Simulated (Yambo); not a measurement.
Rb2ScAgF6: lowest vertical excitons

```
CELL_PARAMETERS angstrom
      0.00000     4.49301     4.49301
      4.49301     0.00000     4.49301
      4.49301     4.49301     0.00000
ATOMIC_POSITIONS crystal
  F  0.77350 0.22650 0.22650
  F  0.22650 0.77350 0.77350
  F  0.22650 0.77350 0.22650
  F  0.77350 0.22650 0.77350
  F  0.22650 0.22650 0.77350
  F  0.77350 0.77350 0.22650
  Sc 0.00000 0.00000 0.00000
  Rb 0.75000 0.75000 0.75000
  Rb 0.25000 0.25000 0.25000
  Ag 0.50000 0.50000 0.50000
```

The geometry is that of Materials Project entry mp-1110600, symmetrised and not relaxed again.

BSE in Yambo on PBEsol (pw.x of Quantum ESPRESSO, ONCV potentials, without SOC) bands: 4×4×4 mesh, 22 valence and 9 conduction bands, static screening with 110 bands and a 3 Ry block, scissor 3.34 eV, Tamm-Dancoff; field along x.

| state | energy (eV) | states within 2 meV | relative strength | class | main transitions |
|---|---|---|---|---|---|
| 1 | 4.06 | 2 | < 0.01 | dark | several band pairs |
| 2 | 4.66 | 3 | < 0.01 | dark | several band pairs |
| 3 | 6.03 | 2 | < 0.01 | dark | several band pairs |
| 4 | 6.26 | 3 | 1.00 | weak | VB → CB (69 %) |
| 5 | 6.33 | 3 | < 0.01 | dark | VB−1 → CB (60 %) |
| 6 | 6.40 | 2 | < 0.01 | dark | several band pairs |

These are vertical excitations (zero momentum); the indirect quasiparticle gap, about 6.46 eV, is smaller than the direct one (6.72 eV on the GW mesh). The direct quasiparticle gap on this mesh is 6.72 eV; counted from there, state 1 is bound by 2.67 eV. Convergence with the mesh was not shown.

Spin singlets only. Strengths are relative to the strongest of the lowest states of this run; strong means a line over 3 % of the spectrum's maximum, dark under 0.03 %. Absolute energies carry the error of the G0W0 scissor, whose convergence isn't established.

Spin-orbit splittings are left out.

The structure is a Materials Project entry; no match was found in the copy of COD used, and its stability was not checked.
